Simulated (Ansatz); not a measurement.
Values for one crystal, relaxed and computed with the program Ansatz at the r²SCAN level (PAW); other levels are named.

| Item | Result |
|---|---|
| Volume per atom | 10.43 Å³ |
| Band gap | 3.94 eV (indirect) |
| Hole effective mass, band 1 of 3 at the edge | 1.4 along [100], 4.3 along [111] (mₑ) |
| HSE06 gap on the r²SCAN cell | 4.55 eV |
| Smallest direct gap on the standard path | 4.84 eV |
| Hole effective mass, band 3 of 3 at the edge | 0.33 along [100], 0.27 along [110], 0.25 along [111] (mₑ) |
| Valence-band maximum | at Γ |

Which compound is it?
A. AlN, zinc blende
B. Si3N4, Fd-3m (Si on 16c, Si on 8b, N on 32e)
C. BN, rock salt
D. BeTe, zinc blende

A, AlN, zinc blende

Space group F-43m (zinc blende). The r²SCAN relaxation kept the symmetry of its start.

Potentials: the later of the program's two PAW sets.
